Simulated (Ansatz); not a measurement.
TiHg:
```
CELL_PARAMETERS angstrom
      2.92814     0.00000     0.00000
      0.00000     2.92814     0.00000
      0.00000     0.00000     4.02787
ATOMIC_POSITIONS crystal
  Hg 0.00000 0.00000 0.00000
  Ti 0.50000 0.50000 0.50000
```

Relaxed with LDA. Special points in fractions of this cell's reciprocal vectors: Γ (0.000, 0.000, 0.000); X (0.000, 0.500, 0.000); M (0.500, 0.500, 0.000); Z (0.000, 0.000, 0.500); R (0.000, 0.500, 0.500); A (0.500, 0.500, 0.500).

Task: List the band energies nearest the Fermi level at these points for plane-wave PAW LDA (Ansatz code).

Result: In eV from the Fermi level; about four levels below and three above (degenerate sets whole), none deeper than 8.9 eV; points with the same levels are listed once.

```json
[
 {"k": "Γ", "below": "-7.11 -7.11 -6.54 -0.53 -0.36", "above": "1.01 2.13 2.13"},
 {"k": "X", "below": "-3.94 -3.32 -1.27 -0.51", "above": "1.25 1.89 3.94"},
 {"k": "M", "below": "-8.26 -8.26 -7.64 -5.73 -2.04", "above": "0.39 0.39 1.28 1.28"},
 {"k": "Z", "below": "-6.66 -6.53 -4.85 -0.84", "above": "0.60 1.33 1.33"},
 {"k": "R", "below": "-3.55 -1.88 -0.72 -0.29", "above": "1.75 2.11 2.17"},
 {"k": "A", "below": "-5.73 -2.26 -1.82 -1.82", "above": "1.63 1.65 3.55"}
]
```

Space group P4/mmm (L1₀ or tetragonal B2). The workflow started from an entry of the Crystallography Open Database (COD). Its standing as an ambient phase is unchecked. The LDA relaxation kept the symmetry of its start; of distortions, only those at the zone centre were tested. No spin polarisation was allowed. Scalar-relativistic: spin–orbit coupling is off unless named, which matters more the heavier the elements.

Potentials: the later of the program's two PAW sets.
